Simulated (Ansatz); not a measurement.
# NaGeBr₃ (cubic perovskite) under strain

NaGeBr₃ built on the cubic perovskite prototype, relaxed with r2SCAN in the plane-wave code Ansatz. Space group Pm-3m (No. 221), cubic; a = 5.473 Å in the conventional setting, 32.79 Å³ an atom. Na has 12 Br at 3.87 Å; Ge has 6 Br at 2.74 Å; Br has 2 Ge at 2.74 Å and 4 Na at 3.87 Å.

The axes x, y and z are those of this cell:
```yaml
crystal:
  lattice:
    - [5.47321, 0.00000, 0.00000]
    - [0.00000, 5.47321, 0.00000]
    - [0.00000, 0.00000, 5.47321]
  atoms:
    - { symbol: Na, position: [0.00000, 0.00000, 0.00000] }
    - { symbol: Ge, position: [0.50000, 0.50000, 0.50000] }
    - { symbol: Br, position: [0.50000, 0.50000, 0.00000] }
    - { symbol: Br, position: [0.50000, 0.00000, 0.50000] }
    - { symbol: Br, position: [0.00000, 0.50000, 0.50000] }
```

Unstrained: The PBE gap is direct at R: 0.427 eV. r2SCAN gives a direct gap of 0.528 eV at R. With HSE06 the gap is 0.864 eV and direct, at R. Meshes: PBE 6×6×6, r2SCAN 6×6×6, HSE06 4×4×4. Strains are changes of length per length, and xy shears are angles. After each strain the atoms were relaxed again with r2SCAN within the symmetry that the strain leaves, so tilts or polar shifts that break it weren't tested; points keep the names that they have in the unstrained zone. No spin polarisation. The prototype was imposed, so other structures may be more stable.

Changes of the least gap in eV (an overlap counts as a negative gap):

| strain | volume change (%) | space group | PBE | r2SCAN | HSE06 | energy rise, r2SCAN (meV/atom) |
| --- | --- | --- | --- | --- | --- | --- |
| isotropic +1.5 % on every length | +4.6 | Pm-3m | +0.218 | +0.233 | +0.249 | 7.1 |
| isotropic -3.0 % on every length | -8.7 | Pm-3m | -0.427 | -0.528 | -0.579 | 17.4 |
| epitaxial +2.0 % in the xy plane, free normal strain -0.62 % | +3.4 | P4/mmm | +0.093 | +0.101 | +0.114 | 6.4 |
| xy shear, engineering strain (angle) -1.0 % | 0.0 | Cmmm | -0.011 | -0.012 | -0.011 | 0.1 |

Isotropic +1.5 % on every length. HSE06: the gap goes from 0.864 to 1.113 eV (+0.249 eV). Stress change with r2SCAN, compression positive: xx -0.98, yy -0.98, zz -0.98 GPa. For HSE06, dE_g/d ln V = 5.6 eV over this step.

Isotropic -3.0 % on every length. PBE: gap 0.43 before, 0 after (eV); it has closed. r2SCAN: gap 0.53 before, 0 after (eV); it has closed. HSE06: the gap goes from 0.864 to 0.285 eV (-0.579 eV). Stress change with r2SCAN, compression positive: xx +2.62, yy +2.62, zz +2.62 GPa. For HSE06, dE_g/d ln V = 6.3 eV over this step.

Epitaxial +2.0 % in the xy plane, free normal strain -0.62 %. HSE06: the gap goes from 0.864 to 0.978 eV (+0.114 eV). Stress change with r2SCAN, compression positive: xx -1.07, yy -1.07, zz 0.00 GPa.

Xy shear, engineering strain (angle) -1.0 %. HSE06: the gap goes from 0.864 to 0.853 eV (-0.011 eV). Stress change with r2SCAN, compression positive: xx 0.00, yy 0.00, zz 0.00, xy +0.07 GPa.

The runs are scalar-relativistic, without spin-orbit coupling.

The meshes of the hybrids are coarse, so their gaps aren't converged to the digits shown.
